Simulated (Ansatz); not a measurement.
CdGeAs₂:
Space group I-42d (No. 122); a = b = 5.981 Å, c = 11.299 Å, α = β = γ = 90.00°

| atom | site | symmetry | x | y | z |
|---|---|---|---|---|---|
| Cd | 4a | -4.. | 0.0000 | 0.0000 | 0.0000 |
| Ge | 4b | -4.. | 0.0000 | 0.0000 | 0.5000 |
| As | 8d | .2. | 0.2500 | 0.2213 | 0.3750 |
(The calculation used a cell of 8 atoms; values per cell refer to that cell.)

Relaxed with r²SCAN.

### Question
Which orbitals make up the states near the band edges in DFT-r²SCAN in the program Ansatz with PAW potentials?

### Answer
Top 1 eV of the valence band: As 4p 86 %. Bottom 1 eV of the conduction band: As 4p 40 %, Ge 4s 20 %, As 4s 13 %, Cd 5s 13 %, Ge 4p 8 %. Projections are on Löwdin-orthogonalised atomic valence shells; empty p or d shells of many metals are not among them.

### Question
Tabulate the density of states.

### Answer
States/eV per cell of 8 atoms, in 0.25 eV bins, energy from the valence-band maximum.

| E (eV) | total | As 4p | Ge 4p | Cd 5s |
|---|---|---|---|---|
| -7.85 | 3.58 | 0.57 | 0.28 | 0.03 |
| -7.60 | 2.17 | 0.46 | 0.19 | 0.04 |
| -7.35 | 0.63 | 0.15 | 0.06 | 0.02 |
| -7.10 | 1.07 | 0.29 | 0.10 | 0.04 |
| -6.85 | 2.73 | 0.76 | 0.22 | 0.19 |
| -6.60 | 2.82 | 0.78 | 0.23 | 0.20 |
| -6.35 | 1.16 | 0.28 | 0.10 | 0.05 |
| -6.10 | 0.00 | 0.00 | 0.00 | 0.00 |
| -5.85 | 0.00 | 0.00 | 0.00 | 0.00 |
| -5.60 | 0.00 | 0.00 | 0.00 | 0.00 |
| -5.35 | 0.00 | 0.00 | 0.00 | 0.00 |
| -5.10 | 0.86 | 0.48 | 0.16 | 0.18 |
| -4.85 | 2.33 | 1.30 | 0.41 | 0.50 |
| -4.60 | 3.10 | 1.75 | 0.55 | 0.61 |
| -4.35 | 4.44 | 2.55 | 0.85 | 0.79 |
| -4.10 | 4.86 | 2.73 | 1.35 | 0.47 |
| -3.85 | 5.10 | 2.90 | 1.50 | 0.37 |
| -3.60 | 4.03 | 2.37 | 1.22 | 0.28 |
| -3.35 | 5.99 | 3.60 | 1.67 | 0.46 |
| -3.10 | 4.15 | 2.60 | 1.04 | 0.24 |
| -2.85 | 4.21 | 2.76 | 0.83 | 0.16 |
| -2.60 | 5.01 | 3.31 | 0.93 | 0.16 |
| -2.35 | 3.50 | 2.42 | 0.59 | 0.09 |
| -2.10 | 5.20 | 3.82 | 0.77 | 0.09 |
| -1.85 | 2.88 | 2.18 | 0.33 | 0.06 |
| -1.60 | 5.40 | 4.32 | 0.41 | 0.10 |
| -1.35 | 4.41 | 3.62 | 0.29 | 0.06 |
| -1.10 | 4.52 | 3.69 | 0.31 | 0.05 |
| -0.85 | 3.47 | 2.95 | 0.16 | 0.03 |
| -0.60 | 5.02 | 4.40 | 0.18 | 0.02 |
| -0.35 | 1.39 | 1.22 | 0.06 | 0.00 |
| -0.10 | 0.12 | 0.11 | 0.00 | 0.00 |
| 0.15 | 0.00 | 0.00 | 0.00 | 0.00 |
| 0.40 | 0.01 | 0.00 | 0.00 | 0.00 |
| 0.65 | 0.02 | 0.01 | 0.00 | 0.00 |
| 0.90 | 0.13 | 0.05 | 0.01 | 0.02 |
| 1.15 | 1.04 | 0.44 | 0.10 | 0.10 |
| 1.40 | 2.79 | 1.36 | 0.24 | 0.16 |
| 1.65 | 5.39 | 2.74 | 0.63 | 0.12 |
| 1.90 | 4.26 | 1.83 | 0.78 | 0.08 |
| 2.15 | 3.19 | 1.09 | 0.86 | 0.12 |
| 2.40 | 2.42 | 0.57 | 0.88 | 0.19 |
| 2.65 | 5.45 | 1.09 | 2.04 | 0.67 |
| 2.90 | 4.61 | 0.96 | 1.72 | 0.55 |
| 3.15 | 3.78 | 0.84 | 1.28 | 0.47 |
| 3.40 | 3.16 | 0.79 | 0.87 | 0.49 |
| 3.65 | 3.77 | 1.09 | 1.04 | 0.55 |
| 3.90 | 4.97 | 1.53 | 1.48 | 0.59 |
| 4.15 | 4.87 | 1.38 | 1.35 | 0.55 |
| 4.40 | 5.32 | 1.46 | 1.25 | 0.56 |
| 4.65 | 3.68 | 0.97 | 0.80 | 0.34 |
| 4.90 | 5.17 | 1.35 | 1.15 | 0.43 |

The cell was relaxed with r²SCAN under the symmetry of its start. Scalar-relativistic: spin–orbit coupling is off unless named, which matters more the heavier the elements.

Potentials: the later of the program's two PAW sets.
